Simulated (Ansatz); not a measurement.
## Where the states of SiHg$_{2}$ lie

```cif
data_structure
_symmetry_space_group_name_H-M 'Fm-3m'
_symmetry_Int_Tables_number 225
_cell_length_a 6.5798
_cell_length_b 6.5798
_cell_length_c 6.5798
_cell_angle_alpha 90.000
_cell_angle_beta 90.000
_cell_angle_gamma 90.000
_cell_volume 284.86
loop_
_atom_site_label
_atom_site_type_symbol
_atom_site_symmetry_multiplicity
_atom_site_Wyckoff_symbol
_atom_site_fract_x
_atom_site_fract_y
_atom_site_fract_z
_atom_site_occupancy
Si1 Si 4 a 0.00000 0.00000 0.00000 1
Hg1 Hg 8 c 0.25000 0.75000 0.75000 1
```

The runs use the primitive cell with vectors (0.000, 3.290, 3.290), (3.290, 0.000, 3.290), (3.290, 3.290, 0.000) Å, to which the k mesh refers.

The structure comes from a relaxation in the same program, started in the fluorite type, and has space group Fm-3m. Whether it is a known phase or the ground state wasn't checked.

No spin–orbit coupling, which matters for the heavy atoms here.

Computed with DFT, PBE, all-electron LAPW, scalar-relativistic in Ansatz 0.2.0.

Sampling and basis: a Γ-centred 9×9×9 k mesh, Fermi–Dirac smearing of 0.03 eV, basis error target 0.5 meV/atom, no spin polarisation.

States per eV and cell, averaged over 0.4 eV, from -10.2 to 6.4 eV, with energies (bin centres) from the Fermi level; empty bins are left out. The partial columns, the largest 4 alone, are projections on Löwdin-orthogonalised atomic shells (those that the program's projection atoms carry: the occupied ones and, for some elements, an empty d or f shell; other empty shells have no column), summed over atoms of an element. Weights on diffuse s and p shells depend on that basis and aren't pure angular character.

| E (eV) | total | Hg 5d | Si 3p | Hg 6s | Si 3s |
| --- | --- | --- | --- | --- | --- |
| -10.1 | 0.27 | 0.01 | 0.00 | 0.14 | 0.12 |
| -9.7 | 0.75 | 0.08 | 0.02 | 0.29 | 0.36 |
| -9.3 | 2.51 | 0.71 | 0.03 | 0.46 | 1.29 |
| -8.9 | 1.47 | 0.63 | 0.00 | 0.07 | 0.76 |
| -8.1 | 0.01 | 0.01 | 0.00 | 0.00 | 0.00 |
| -7.7 | 8.31 | 7.19 | 0.63 | 0.47 | 0.00 |
| -7.3 | 15.01 | 13.95 | 0.66 | 0.34 | 0.03 |
| -6.9 | 14.32 | 13.96 | 0.17 | 0.14 | 0.02 |
| -6.5 | 8.74 | 8.29 | 0.13 | 0.20 | 0.09 |
| -6.1 | 2.76 | 2.28 | 0.08 | 0.17 | 0.21 |
| -5.7 | 1.00 | 0.51 | 0.08 | 0.12 | 0.26 |
| -5.3 | 0.41 | 0.09 | 0.15 | 0.15 | 0.02 |
| -4.9 | 0.74 | 0.17 | 0.26 | 0.25 | 0.05 |
| -4.5 | 1.48 | 0.40 | 0.45 | 0.47 | 0.13 |
| -4.1 | 1.10 | 0.23 | 0.36 | 0.36 | 0.13 |
| -3.7 | 1.20 | 0.22 | 0.40 | 0.39 | 0.17 |
| -3.3 | 1.11 | 0.17 | 0.37 | 0.36 | 0.17 |
| -2.9 | 0.99 | 0.13 | 0.33 | 0.33 | 0.17 |
| -2.5 | 1.02 | 0.10 | 0.40 | 0.30 | 0.17 |
| -2.1 | 1.32 | 0.10 | 0.68 | 0.29 | 0.16 |
| -1.7 | 1.35 | 0.09 | 0.72 | 0.28 | 0.14 |
| -1.3 | 1.13 | 0.07 | 0.63 | 0.22 | 0.09 |
| -0.9 | 1.00 | 0.06 | 0.63 | 0.16 | 0.04 |
| -0.5 | 1.01 | 0.07 | 0.66 | 0.14 | 0.01 |
| -0.1 | 1.05 | 0.07 | 0.69 | 0.15 | 0.01 |
| 0.3 | 1.06 | 0.06 | 0.61 | 0.22 | 0.02 |
| 0.7 | 2.07 | 0.08 | 1.03 | 0.50 | 0.08 |
| 1.1 | 1.44 | 0.05 | 0.65 | 0.41 | 0.05 |
| 1.5 | 0.40 | 0.01 | 0.17 | 0.13 | 0.01 |
| 1.9 | 0.56 | 0.01 | 0.22 | 0.14 | 0.03 |
| 2.3 | 1.66 | 0.02 | 0.46 | 0.38 | 0.06 |
| 2.7 | 2.06 | 0.03 | 0.57 | 0.47 | 0.04 |
| 3.1 | 1.08 | 0.01 | 0.23 | 0.16 | 0.01 |
| 3.5 | 0.77 | 0.01 | 0.08 | 0.03 | 0.00 |
| 3.9 | 2.10 | 0.02 | 0.27 | 0.12 | 0.01 |
| 4.3 | 1.87 | 0.01 | 0.32 | 0.20 | 0.01 |
| 4.7 | 1.73 | 0.01 | 0.27 | 0.19 | 0.01 |
| 5.1 | 1.69 | 0.01 | 0.24 | 0.18 | 0.01 |
| 5.5 | 1.23 | 0.01 | 0.12 | 0.07 | 0.00 |
| 5.9 | 1.43 | 0.01 | 0.12 | 0.06 | 0.00 |
| 6.3 | 2.21 | 0.01 | 0.17 | 0.09 | 0.00 |

(1) Where is the centre of the filled Hg 5d states between -14 eV and the top of the filled states?

Results:

(1) -6.94 eV from the Fermi level.
